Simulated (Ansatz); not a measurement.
## Ansatz run, SrCu$_{4}$As$_{2}$

The input, for Ansatz 0.2.0 (plane waves, PAW):

```yaml
crystal:
  lattice:
    - [2.084207, 3.609948, 0.0]
    - [-2.084207, 3.609948, 0.0]
    - [0.0, -2.406632, 7.753002]
  atoms:
    - { symbol: Sr, position: [0.0, 0.0, 0.0] }
    - { symbol: As, position: [0.2474, 0.2474, 0.7422] }
    - { symbol: As, position: [0.7526, 0.7526, 0.2578] }
    - { symbol: Cu, position: [0.1434, 0.1434, 0.4302] }
    - { symbol: Cu, position: [0.8566, 0.8566, 0.5698] }
    - { symbol: Cu, position: [0.4385, 0.4385, 0.3155] }
    - { symbol: Cu, position: [0.5615, 0.5615, 0.6845] }
  symmetry: { tolerance: 0.0003 }
kpoints:
  mp_grid: { grid: [8, 8, 8], shift: [0, 0, 0] }
  band_path:
    path:
      - [0.0, 0.0, 0.0]
      - [0.0, 0.0, 0.5]
      - [0.31727395, -0.31727395, 0.5]
      - [0.31727395, -0.3654521, 0.18272605]
      - [0.5, 0.0, 0.0]
      - [0.0, 0.0, 0.0]
      - [0.34136302, -0.34136302, 0.0]
      - [0.31727395, -0.34136302, 0.34136302]
      - [0.0, -0.5, 0.5]
      - [0.0, 0.0, 0.0]
    npoints: 6
magnetization:
  spin_polarized: false
scf:
  occupations: { method: fermi_dirac }
  lower_state_search: "off"
  max_iter: 200
hamiltonian:
  pseudopotentials: { kind: paw }
  xc: r2scan
basis:
  ecutwfc: 500
  fft_grid_basis: typed
output:
  forces: true
  stress: true
  eigenvalues: true
  bader: true
  populations: true
  elf: true
  write_potential: true
  volumetric_format: npy
  dos:
    e_range: [-12, 8]
    de: 0.05
    projected: { site_lists: { As: [As], Cu: [Cu], Sr: [Sr] } }
checkpoint:
  read: saved_state
```

The saved state is an earlier solution for the same cell, perhaps on another mesh. 

Output (shortened):

```
Warning: crystal.lattice misses the space group found at crystal.symmetry.tolerance 3.0e-4 in a digit that the deck types, which is why this is a warning: making the lattice exact moves one of its numbers by a whole unit of that number's last typed decimal, or more. The operation that it misses by the most changes a squared length by the fraction 2.12e-6.
Pseudopotentials: kind: paw
Pseudopotential: Sr, paw, valence charge 10, recommended cutoff 500 eV (meta_gga), Sr.paw.azcp
Pseudopotential: As, paw, valence charge 15, recommended cutoff 500 eV (meta_gga), As.paw.azcp
Pseudopotential: Cu, paw, valence charge 19, recommended cutoff 500 eV (meta_gga), Cu.paw.azcp
Functional definition: r2SCAN
  exchange = r2scan_x(k0 = k0, k1 = k1, a1 = a1)
  correlation = r2scan_c
Crystal: 7 atoms, lattice volume = 116.665 Å³
Basis set: ecut = 500 eV, 2981 PW (Γ), exchange–correlation on 128×128×240 points (64 copies of the dense FFT grid, shifted against one another)
Bands: 70, of which v1, the nominal top of the filled ones, is band 58 counted from 1 (57 counted from 0)
Symmetry: 12 space group operations
Space group: R-3m (ITA 166), of the structure as read, at distance tolerance 1.5e-3 Å
k-points: 65 of 512
Initial density: read from a saved state, or passed on in memory by an earlier SCF of this step, an earlier step, the calling program or the single point that the run made first
Functional: x = r2scan, c = r2scan; τ floored in thin density (d = 2e-4 eV/Å³)
Free energy (F): -39812.0887 eV
Harris-Foulkes:  -39812.0887 eV  (|F-HF|=1.92e-8)
Internal energy: -39812.0474 eV  (E = F + TS)
E sigma→0 (E₀):  -39812.0680 eV
Entropy (-TS):   -0.0413 eV (-5.900 meV/atom)
Fermi energy:    13.5713 eV
--- Forces (eV/Å), atoms counted from 1 ---
  atom   1  Sr     0.0000     0.0000     0.0000
  atom   2  As     0.0000     0.0000     0.0824
  atom   3  As     0.0000     0.0000    -0.0824
  atom   4  Cu     0.0000     0.0000     0.0519
  atom   5  Cu     0.0000     0.0000    -0.0519
  atom   6  Cu     0.0000     0.0000     0.1467
  atom   7  Cu     0.0000     0.0000    -0.1467
--- Stress (GPa, compression-positive) ---
       -0.1562       0.0000       0.0000
        0.0000      -0.1562       0.0000
        0.0000       0.0000       2.0919
  P = ⅓ Tr σ = 0.5931 GPa (5.931 kbar)
--- Löwdin populations: 7 sites ---
  site symbol       q [e]
     0     Sr      8.3982
     1     As     16.2158
     2     As     16.2158
     3     Cu     18.5324
     4     Cu     18.5324
     5     Cu     18.5582
     6     Cu     18.5582
  spilling = 0.0085 (of n_electrons = 116.0000)
--- Bader charges: 7 sites ---
  site symbol  charge [e]  shift [e]
     0     Sr      1.3780     0.0000
     1     As     -0.9179     0.0044
     2     As     -0.9178     0.0044
     3     Cu      0.1766     0.0017
     4     Cu      0.1766     0.0017
     5     Cu      0.0523     0.0027
     6     Cu      0.0523     0.0027
```

Absolute energies hang on the potentials; compare differences alone.

Origin: a database entry at a rescaled volume.
